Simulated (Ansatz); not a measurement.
One crystal and one scan (energy against volume) at two levels, r2SCAN (plane waves to 500 eV, PAW, scalar-relativistic; Ansatz, a quantum-chemistry and plane-wave program) and PBE (plane waves to 420 eV, PAW, scalar-relativistic; Ansatz), each from its own relaxed cell and on its own mesh. The cell shown is that of r2SCAN.

Al₂Cu (Al2Cu type, space group I4/mcm)

```xyz
6
Lattice="-3.0029 3.0029 2.3949 3.0029 -3.0029 2.3949 3.0029 3.0029 -2.3949" Properties=species:S:1:pos:R:3 pbc="T T T"
Al     0.9552     3.9581     0.0000
Al     0.9552     2.0477     2.3949
Al     2.0477     0.9552     0.0000
Al     2.0477    -0.9552     2.3949
Cu     0.0000     0.0000     1.1974
Cu     0.0000     0.0000     3.5923
```

E(V) scan at fixed shape, V₀ the volume above. The atoms relax within the cell's symmetry.

E stands for the smeared free energy. Al2Cu is run without spin polarisation. Al2Cu was relaxed with its symmetry unable to fall. With the shape held, the modulus is that of even scaling; a crystal free to change shape is softer. Percentages come from the unrounded values. Both scans cover V/V₀ from 0.840 to 1.160.

Results of r2SCAN:

```
Item                                                                         Result
---------------------------------------------------------------------------  ------
Lattice constant a (Å)                                                        6.006
Lattice constant c (Å)                                                        4.790
Relaxed volume (Å³/atom)                                                      14.40
Pressure at the smallest volume (GPa)                                          29.3
Energy cost of the largest compression (meV/atom)                               180
Energy cost of the largest expansion (meV/atom)                                  99
Bulk modulus at fixed cell shape B₀ (third-order Birch-Murnaghan fit) (GPa)   113.5
Pressure for 5 % compression (fit) (GPa)                                        6.5
```

### Question
What does PBE give for the same quantities?

### Answer
```
quantity                                                                       PBE     r2SCAN − PBE
---------------------------------------------------------------------------  -----  ---------------
Lattice constant a (Å)                                                       6.060  -0.054 (-0.9 %)
Lattice constant c (Å)                                                       4.875  -0.085 (-1.7 %)
Relaxed volume (Å³/atom)                                                     14.92   -0.52 (-3.5 %)
Pressure at the smallest volume (GPa)                                         25.7     +3.6 (+14 %)
Energy cost of the largest compression (meV/atom)                              163      +17 (+11 %)
Energy cost of the largest expansion (meV/atom)                                 90       +9 (+10 %)
Bulk modulus at fixed cell shape B₀ (third-order Birch-Murnaghan fit) (GPa)   99.3    +14.2 (+14 %)
Pressure for 5 % compression (fit) (GPa)                                       5.7     +0.8 (+14 %)
```

r2SCAN gives the higher value for: pressure at the smallest volume; energy cost of the largest compression; energy cost of the largest expansion; bulk modulus at fixed cell shape B₀; pressure for 5 % compression. r2SCAN gives the lower value for: lattice constant a; lattice constant c; relaxed volume. Neither level is exact: the differences show how much the result hangs on the functional.

(Under strain, the slope of the energy per volume gives the stress and its curvature an elastic modulus.)
